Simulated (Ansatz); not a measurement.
Total density of states per atom from r²SCAN in the plane-wave PAW code Ansatz, in 0.25 eV bins, energy from the Fermi level:

```
E (eV) | states/eV/atom
    -7.85 |  0.00
    -7.60 |  0.00
    -7.35 |  0.00
    -7.10 |  0.00
    -6.85 | #### 0.93
    -6.60 | ######## 1.77
    -6.35 | ####### 1.54
    -6.10 | ########## 2.27
    -5.85 | ######## 1.88
    -5.60 | ###### 1.25
    -5.35 | ###### 1.41
    -5.10 | ## 0.37
    -4.85 |  0.00
    -4.60 |  0.00
    -4.35 |  0.00
    -4.10 |  0.00
    -3.85 |  0.00
    -3.60 |  0.00
    -3.35 |  0.00
    -3.10 |  0.00
    -2.85 |  0.00
    -2.60 |  0.00
    -2.35 |  0.00
    -2.10 |  0.06
    -1.85 | ### 0.58
    -1.60 | ### 0.67
    -1.35 | ### 0.70
    -1.10 | #### 0.94
    -0.85 | ## 0.48
    -0.60 | # 0.13
    -0.35 | # 0.25
    -0.10 | # 0.22
     0.15 | ## 0.37
     0.40 | #### 0.85
     0.65 | ####### 1.60
     0.90 | #### 1.02
     1.15 | ############################## 6.84
```

### Question
Which of these materials gives this?
A. GaAs, zinc blende
B. La3GaBr3, Pm-3m (La on 3c, Ga on 1b, Br on 3d)
C. GaSb, zinc blende
D. Ti10Ga3Sb3, P-62m (Pearson symbol hP16)

### Answer
B, La3GaBr3, Pm-3m (La on 3c, Ga on 1b, Br on 3d). Within 0.5 eV of the Fermi level: La 5d 56 %, La 4f 25 %, Ga 4p 13 %. Projections are on Löwdin-orthogonalised atomic valence shells; empty p or d shells of many metals are not among them.

The first step of the workflow began from a Materials Project structure, measured or hypothetical; the Crystallography Open Database files this formula in space group No. 221, but the cells were not matched. Its standing as an ambient phase is unchecked. The r²SCAN relaxation kept the symmetry of its start; its stability against distortions is not shown here. With an odd number of electrons in the cell and no spin polarisation, the count alone makes it a metal. Spin–orbit coupling is left out wherever it is not named.

Potentials: the later of the program's two PAW sets.
